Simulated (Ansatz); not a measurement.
LiNbSe2:
```cif
data_Li2Nb2Se4
_chemical_formula_sum 'Li2 Nb2 Se4'
_space_group_name_H-M_alt 'P63/mmc'
_space_group_IT_number 194
_space_group_name_Hall '-P 6c 2c'
_cell_length_a 3.52402
_cell_length_b 3.52402
_cell_length_c 13.55653
_cell_angle_alpha 90.000
_cell_angle_beta 90.000
_cell_angle_gamma 120.000
loop_
_atom_site_label
_atom_site_type_symbol
_atom_site_symmetry_multiplicity
_atom_site_Wyckoff_symbol
_atom_site_fract_x
_atom_site_fract_y
_atom_site_fract_z
_atom_site_occupancy
Li1 Li 2 a 0.00000 0.00000 0.00000 1
Nb1 Nb 2 b 0.00000 0.00000 0.25000 1
Se1 Se 4 f 0.33333 0.66667 0.12770 1
```

Relaxed with r²SCAN. r²SCAN in the plane-wave PAW code Ansatz gives a gap of 0.74 eV.

Task: What gap does HSE06 give on the same cell (Ansatz, PAW)?

Result: 1.01 eV, 0.27 eV more. The hybrid was solved on a coarser mesh and at special points; its gap is the smallest among all of these.

```json
[
 {"k": "Γ", "v1 r²SCAN": "0.00", "c1 r²SCAN": "1.76", "v1 HSE06": "0.00", "c1 HSE06": "2.22"},
 {"k": "A", "v1 r²SCAN": "-0.30", "c1 r²SCAN": "1.78", "v1 HSE06": "-0.32", "c1 HSE06": "2.21"},
 {"k": "K", "v1 r²SCAN": "-0.39", "c1 r²SCAN": "1.05", "v1 HSE06": "(withheld)", "c1 HSE06": "(withheld)"},
 {"k": "H", "v1 r²SCAN": "-0.37", "c1 r²SCAN": "1.05", "v1 HSE06": "(withheld)", "c1 HSE06": "(withheld)"},
 {"k": "M", "v1 r²SCAN": "-1.17", "c1 r²SCAN": "1.75", "v1 HSE06": "(withheld)", "c1 HSE06": "(withheld)"},
 {"k": "L", "v1 r²SCAN": "-1.28", "c1 r²SCAN": "1.78", "v1 HSE06": "(withheld)", "c1 HSE06": "(withheld)"}
]
```

Task: Top valence (v1) and lowest conduction level (c1) in eV from each method's valence maximum (which need not be a listed point): supply the withheld HSE06 values.

Result: 
- H, v1 HSE06: -0.34
- H, c1 HSE06: 1.31
- L, v1 HSE06: -1.43
- L, c1 HSE06: 2.23
- K, v1 HSE06: -0.37
- K, c1 HSE06: 1.31
- M, v1 HSE06: -1.31
- M, c1 HSE06: 2.20

Cost on shared cores: the r²SCAN run (SCF on a 9×9×2 mesh, then bands and DOS) roughly 110 core-seconds, the HSE06 run (SCF on 5×5×2, then a few points) roughly 3 core-minutes; the tasks are unlike.

Space group P6_3/mmc. The first step of the workflow began from a Materials Project structure, measured or hypothetical; the Crystallography Open Database copy checked does not list it. Its standing as an ambient phase is unchecked. The cell was relaxed with r²SCAN under the symmetry of its start; whether a distortion lowers the energy is not shown. No spin polarisation was allowed. Scalar-relativistic: spin–orbit coupling is off unless named, which matters more the heavier the elements.

Potentials: the later of the program's two PAW sets.
